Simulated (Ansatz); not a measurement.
Method: DFT PBE, scalar-relativistic, plane waves, PAW in Ansatz 0.2.0. Settings: cutoff 420 eV, Γ-centred meshes spaced at most about 0.3 Å⁻¹, and about 0.25 Å⁻¹ or finer for metals (2π included), Gaussian smearing. No spin polarisation in the final relaxations.

All energies are static (0 K, no zero-point motion).

Compare these two cells of ScS4, each relaxed at this level.

A.

```xyz
5
Lattice="-1.6946 1.6946 8.9178 1.6946 -1.6946 8.9178 1.6946 1.6946 -8.9178" Properties=species:S:1:pos:R:3 pbc="T T T"
Sc    0.0000    0.0000    0.0000
S     0.0000    0.0000    7.6906
S     0.0000    0.0000   10.1450
S     0.0000    1.6946    4.4589
S     1.6946    0.0000    4.4589
```

B.

```xyz
5
Lattice="4.8231 0.0000 0.0000 -2.4116 4.1769 0.0000 0.0000 0.0000 5.2853" Properties=species:S:1:pos:R:3 pbc="T T T"
Sc    0.0000    0.0000    2.6427
S     0.0000    2.7846    3.6848
S     2.4116    1.3923    3.6848
S     2.4116    1.3923    1.6005
S     0.0000    2.7846    1.6005
```

Problem. Which would you expect to be lower, and how large is the difference?

Solution. A is lower, by 206 meV/atom. A has space group I4/mmm (No. 139), 20.5 Å³/atom and no gap on its mesh; B has space group P6/mmm (No. 191), 21.3 Å³/atom and no gap. Counting S atoms around Sc (those within 1.25 times the shortest such distance or 1.15 times the sum of covalent radii, 1.27 where that leaves under three), A has Sc 8 and B has Sc 12. A holds S–S nets (shortest 2.40 Å); B holds S–S pairs (shortest 2.08 Å). In A, Sc has 8 S at 2.69 Å and 4 Sc at 3.39 Å; around S on a site of symmetry 4mm lie 1 S at 2.45 Å and 4 Sc at 2.69 Å; around S on a site of symmetry -4m2 lie 4 S at 2.40 Å. In B, Sc is surrounded by 12 S at 2.97 Å; S is surrounded by 1 S at 2.08 Å, 3 S at 2.78 Å and 3 Sc at 2.97 Å. Both come from invented guesses.

Weakly bound directions are ill-defined at this level, which has no dispersion term (I4/mmm, P6/mmm), and this can change margins and order among such cells. In I4/mmm, P6/mmm an odd number of electrons in the primitive cell allows no gap without spin; a larger cell or a magnetic state could open one. Cells relaxed within their symmetry can be saddle points.
